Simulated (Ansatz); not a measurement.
# Notes on ZnCu$_{2}$SnS$_{4}$

```
CELL_PARAMETERS angstrom
-2.71273 2.71273 5.41607
2.71273 -2.71273 5.41607
2.71273 2.71273 -5.41607
ATOMIC_POSITIONS crystal
Cu 0.00000 0.00000 0.00000
Cu 0.75000 0.25000 0.50000
Zn 0.25000 0.75000 0.50000
Sn 0.50000 0.50000 0.00000
S 0.37161 0.88441 0.99960
S 0.11559 0.11519 0.48720
S 0.88481 0.37201 0.00040
S 0.62799 0.62839 0.51280
```

The numbers come from plane-wave PAW DFT (Ansatz): r2SCAN, with U_eff = 3.07 eV on Cu d (all-electron-ortho-atomic projectors), collinear spin, 500 eV, 5×5×5 Γ-centred k points, tetrahedron occupations. Nothing was relaxed.

The state carries no moments; the state need not be the lowest.

**Question.** How is the charge shared?

**Answer.** Bader charges in e: Zn +0.95, Cu +0.50, Sn +1.59, S -0.89. In the mean Sn gives up most and S takes most.

**Question.** Metal or insulator? Give the gap.

**Answer.** The gap is 1.05 eV, direct at the points sampled.

**Question.** Which atom feels the largest force, and which way?

**Answer.** The largest is on S6 (and as large on other atoms): 0.25 eV/Å, components (-0.05, -0.23, -0.10). It makes 102° with the line to a nearest neighbour, Zn3 at 2.33 Å.

**Question.** What does the stress say?

**Answer.** The pressure is 0.5 GPa (compression positive), so with the atoms held at these fractions the cell is close to zero pressure.

**Question.** Which orbitals make up the band edges?

**Answer.** Within 0.7 eV of the edges, the states project mainly on S p (53 %) and Cu d (40 %) below the gap and on S p (40 %) and Sn s (29 %) above it.

Origin: a database entry at a rescaled volume. Caveats: empty levels are not fully converged; the input typed no starting moments; no spin-orbit coupling, which can shift this gap by tenths of an eV; forces and stress under tetrahedra may miss the slope of the energy.
